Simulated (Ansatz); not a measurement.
# Al: energy along a strain

Al, Fm-3m, a = 3.963 Å. Ansatz: PBEsol+D3(BJ), PAW, 420 eV, Γ-centred 26×26×26 mesh on 1 atom, Gaussian smearing 0.15 eV; no spin polarisation. Cell vectors (Å): 0.000 1.981 1.981; 1.981 0.000 1.981; 1.981 1.981 0.000. The cell is strained by x per cent times the pattern (0 0 1 0 0 0) in the order xx yy zz yz xz xy (engineering shears), with fractional coordinates held. y is the free energy over the start, V0 = 15.555 Å³/atom. Points with a strain past 8.5 % were computed too (3) and aren't used here.

```
x (%) y (meV/atom)
-7.50             ?
-5.00         19.60
-2.50          4.73
 0.00          0.00
 2.50          3.96
 5.00         15.36
 7.50         32.13
```

Problem. Fit y = c2 x² + c3 x³ to the other rows, get the stiffness along the pattern, and predict the missing energy.

Solution. Least squares on the rows shown. y = 0.69905 x² − 0.017051 x³. The clamped-ion stiffness p·C·p = 2 × 6.990 eV × 160.2 / 15.555 Å³ = 144 GPa, which is C33 in these axes (C11 of the cubic crystal). At x = -7.50 the fit asked for gives 46.51 meV/atom. The run gave 45.71 meV/atom, so the fit is 0.80 meV/atom too high, 1.8 % of the span of the series, against an rms of 0.08 meV/atom on the fitted rows. The row lies outside the fitted range. With a term in x⁴ added, a fit to the same known rows predicts 46.57 meV/atom, no real gain.

Cost: 10 runs of about 0.59 core-minutes in all, on Intel Xeon 6975P-C (Granite Rapids) (shared hosts).